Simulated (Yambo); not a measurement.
KLuO$_{2}$ is taken in the trigonal space group R-3m, hexagonal axes (No. 166), Pearson symbol hR4. Lattice parameters: a = b = 3.354 Å, c = 18.397 Å, α = β = 90.00°, γ = 120.00°. O on 6c is coordinated by 3 Lu at 2.244 Å and 3 K at 2.735 Å (octahedral). K on 3a sees 6 O at 2.735 Å (octahedral). Lu on 3b has 6 O at 2.244 Å (octahedral). (Neighbours: up to the widest gap in distance over summed covalent radii, below 1.35, at either atom; cation-cation contacts left out.)
(The calculation used a cell of 4 atoms; values per cell refer to that cell.)

KLuO2 (space group R-3m, No. 166) under isotropic strain (on all lattice vectors), counted from the cell relaxed with PBEsol, atoms relaxed at each step. PBEsol (pw.x of Quantum ESPRESSO, ONCV potentials, no spin-orbit coupling); G0W0 in Yambo (4×4×4 Γ-centred k mesh, bands 2 to 122 and a 8 Ry block in the screening, 122 bands in G with the Bruneval-Gonze terminator, plasmon pole fitted at 27.2 eV).

Unstrained, the direct gap at Γ is 3.69 eV in PBEsol and 4.40 eV in G0W0.

### Question
How fast does it move with strain?

### Answer
Between -0.7 % and +1 % the direct gap at Γ has a volume deformation potential dE/dlnV of -3.5 eV in G0W0 and -6.3 eV in PBEsol. (G0W0: 4.471 eV at -0.7 %, 4.292 eV at +1 %; Δ ln V = 3 ln(1.01/0.993) = 0.0509.) Convergence of the GW settings isn't established. The 4f states are in the valence at their DFT position.

The structure is a Materials Project entry; no match was found in the copy of COD used, and its stability was not checked.
